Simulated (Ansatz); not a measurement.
## GaN, first-principles data

GaN:
```xyz
2
Lattice="-1.4243 1.4243 2.4657 1.4243 -1.4243 2.4657 1.4243 1.4243 -2.4657" Properties=species:S:1:pos:R:3 pbc="T T T"
Ga     0.0000     0.0000     3.7292
N      0.0000     0.0000     1.7693
```

Space group I4mm (No. 107); conventional cell a = 2.849 Å, b = 2.849 Å, c = 4.931 Å, α = 90.00°, β = 90.00°, γ = 90.00°.

Method: HSE06 (plane waves, PAW; program Ansatz). Geometry: relaxed at this level of theory. Other levels are named where they apply.

### Cell and energy

```json
{
 "volume_per_atom": "10.00 Å³",
 "density": "6.95 g/cm³"
}
```

### Electronic structure

```json
{
  "band_gap": "1.47 eV (indirect)",
  "valence_band_maximum": "on the S0–Γ line, 39 % of the way from S0 (k = 0.203, -0.206, 0.206 in fractions of the reciprocal vectors)",
  "conduction_band_minimum": "at X (2 equivalent valleys)",
  "smallest_direct_gap_on_the_standard_path": "3.29 eV",
  "Gap with spin–orbit coupling": "1.46 eV (at the special points and the edges found without it)"
}
```

### Mechanics

```json
{
  "Bulk modulus (Birch–Murnaghan fit)": "196 GPa",
  "Pressure derivative B′": "2.4"
}
```

### Charges

```json
{
  "bader_charges": "Ga +1.73, N -1.73 e"
}
```

The workflow started from a Materials Project entry (that database holds measured and hypothetical structures alike); the Crystallography Open Database copy checked does not list it. It is not the phase usual at ambient conditions (space group No. 186, 216). Symmetry was held in the HSE06 relaxation; whether a distortion lowers the energy is not shown. The hybrid was solved on a coarse mesh, the path and, where they were found, the r²SCAN edge points; its band edges are the extreme levels among these. Scalar-relativistic: spin–orbit coupling is off unless named, which matters more the heavier the elements.

Potentials: the later of the program's two PAW sets.
